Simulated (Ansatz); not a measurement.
AgBr (rock salt)

```yaml
crystal:
  lattice:
    - [0.00000, 2.92043, 2.92043]
    - [2.92043, 0.00000, 2.92043]
    - [2.92043, 2.92043, 0.00000]
  atoms:
    - { symbol: Br, position: [0.00000, 0.00000, 0.00000] }
    - { symbol: Ag, position: [0.50000, 0.50000, 0.50000] }
```

The slice is a {110} plane (indices of the conventional cell) through the point (0.000, 0.000, 0.000) (fractional), spanned by u = [100] and v = [1 -1 -1] in vectors of this cell: u (4.13 Å) and v (5.84 Å, at 90° to u). It covers one period; positions are fractions (u, v).

All values below come from PBE (plane waves to 420 eV, PAW, scalar-relativistic; Ansatz, a program for electronic structure). k mesh 10×10×10. These are valence fields of a PAW run, semicore shells included where kept as valence: close to a nucleus they are smooth pseudo fields. AgBr was relaxed with its symmetry unable to fall.

Three fields on this plane, each scaled to ten steps between its own extremes (0 low, 9 high; the total valence density on a logarithmic scale, the potential cut 8 eV below its top; x marks points blanked near nuclei; v = 0 in the bottom row):

Map A
```
|xxxxx15899999851xxxx|
|xxxxx26899999862xxxx|
|xxxx0478999998740xxx|
|xxx047899999998740xx|
|01246899999999986421|
|45678899999999988765|
|66678999999999998766|
|44567899999999987654|
|00135789999999875410|
|xxx035789999987530xx|
|xxxx0368999998630xxx|
|xxxxx15789998751xxxx|
|xxxxx04789998740xxxx|
|xxxxx04789998740xxxx|
|xxxxx04789998740xxxx|
|xxxxx15789998751xxxx|
|xxxx0368999998630xxx|
|xxx035789999987530xx|
|00145789999999875310|
|44567899999999987654|
|66678999999999998766|
|45678899999999988765|
|01246899999999986421|
|xxx047899999998740xx|
|xxxx0478999998740xxx|
|xxxxx26899999862xxxx|
|xxxxx15899999851xxxx|
|xxxxx05899999850xxxx|
```

Map B
```
|xxxxx98510001589xxxx|
|xxxxx97410001479xxxx|
|xxxx9863100013689xxx|
|xxx997520000025799xx|
|99987531000001357899|
|66543210000000123456|
|22111000000000001112|
|11110000000000000111|
|22111000000000001112|
|xxx211000000000112xx|
|xxxx2110000000112xxx|
|xxxxx21000000012xxxx|
|xxxxx21000000012xxxx|
|xxxxx21000000012xxxx|
|xxxxx21000000012xxxx|
|xxxxx21000000012xxxx|
|xxxx2110000000112xxx|
|xxx211000000000112xx|
|22111000000000001112|
|11110000000000000111|
|22111000000000001112|
|66543210000000123456|
|99987531000001357899|
|xxx997520000025799xx|
|xxxx9863100013689xxx|
|xxxxx97410001479xxxx|
|xxxxx98510001589xxxx|
|xxxxx98510001589xxxx|
```

Map C
```
|xxxxx97543234579xxxx|
|xxxxx97532223579xxxx|
|xxxx9864321234689xxx|
|xxx987532111235789xx|
|99987542110112457899|
|88765432100012345678|
|77654321000001234567|
|77665321000001235667|
|99876432100012346789|
|xxx975432111234579xx|
|xxxx9753221223579xxx|
|xxxxx86432223468xxxx|
|xxxxx96432223469xxxx|
|xxxxx97533233579xxxx|
|xxxxx96432223469xxxx|
|xxxxx86432223468xxxx|
|xxxx9753221223579xxx|
|xxx975432111234579xx|
|99876432100012346789|
|77665321000001235667|
|77654321000001234567|
|88765432100012345678|
|99987542110112457899|
|xxx987532111235789xx|
|xxxx9864321234689xxx|
|xxxxx97532223579xxxx|
|xxxxx97543234579xxxx|
|xxxxx98643234689xxxx|
```

### Question
Assign the maps to these fields: electron localisation function (ELF); valence electron density; electrostatic potential energy of an electron, from the cell's mean.

### Answer
A is the electrostatic potential energy of an electron, from the cell's mean; B is the electron localisation function (ELF); C is the valence electron density.
